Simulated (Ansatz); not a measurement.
Problem. Name crystals whose computed values (PBEsol (plane waves, PAW; program Ansatz)) fall in these windows: highest Γ mode, no LO–TO term (cm⁻¹) 650 to 760; B₀ by P(V) fit (GPa) 210 to 300.

Solution. 

```json
[
 {"crystal": "Cr3GeN, P-42_1m (Cr on 4e, Cr on 2b, Ge on 2c, N on 2a)", "highest Γ mode, no LO–TO term (cm⁻¹)": "707", "B₀ by P(V) fit (GPa)": "257"},
 {"crystal": "TaO2, rutile", "highest Γ mode, no LO–TO term (cm⁻¹)": "688", "B₀ by P(V) fit (GPa)": "272"},
 {"crystal": "Cr2C, P-3m1 (Cr on 2d, C on 1b)", "highest Γ mode, no LO–TO term (cm⁻¹)": "716", "B₀ by P(V) fit (GPa)": "270"},
 {"crystal": "Nb2CS, P6_3/mmc (Nb on 4f, C on 2a, S on 2d)", "highest Γ mode, no LO–TO term (cm⁻¹)": "663", "B₀ by P(V) fit (GPa)": "212"},
 {"crystal": "Ta2C, P-3m1 (Ta on 2d, C on 1a)", "highest Γ mode, no LO–TO term (cm⁻¹)": "666", "B₀ by P(V) fit (GPa)": "272"}
]
```
Others may fit too.

Standing as an ambient phase not checked: Cr3GeN, P-42_1m (Cr on 4e, Cr on 2b, Ge on 2c, N on 2a); TaO2, rutile; Cr2C, P-3m1 (Cr on 2d, C on 1b); Nb2CS, P6_3/mmc (Nb on 4f, C on 2a, S on 2d); Ta2C, P-3m1 (Ta on 2d, C on 1a). All cells were relaxed under the symmetry of their starts (and spin orders); stability against distortions was not tested throughout. Rows with no word on spin ran without spin polarisation. Scalar-relativistic: spin–orbit coupling is off unless named, which matters more the heavier the elements.

Potentials: the later of the program's two PAW sets.
